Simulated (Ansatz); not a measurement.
# V2O5: checking a database structure before trusting its electric field gradients

The cell is a COD entry, atoms as given.

Space group Pmmn:1 (No. 59); a = 3.5450, b = 11.4980, c = 4.3450 Å.

```csv
site,Wyckoff,site symmetry,x,y,z
V,4e,m..,0.0000,0.1484,0.8917
O5,4e,m..,0.0000,0.3145,0.0090
O9,2a,mm2,0.0000,0.0000,0.9830
O11,4e,m..,0.0000,0.1481,0.5396
```

One atom of each set is listed.

The numbers come from a DFT calculation in Ansatz (PBE, plane waves and PAW, scalar-relativistic, 420 eV cutoff, Γ-centred 6×2×5 k-points, Fermi–Dirac smearing 0.02 eV).

(1) Do the atoms and the cell lie near the calculated equilibrium?

Answers

(1) No. The largest force is 3.2 eV/Å, on atom 11 (O: 1 V at 1.53 Å), and the pressure is 13.1 GPa, with principal stresses up to 21 GPa in size. Such values can come from a cell under pressure, imprecise or misplaced coordinates, missing atoms or a wrong setting of the space group; the run alone doesn't tell which, and gradients calculated on this entry can't be taken for those of the compound at ambient conditions.
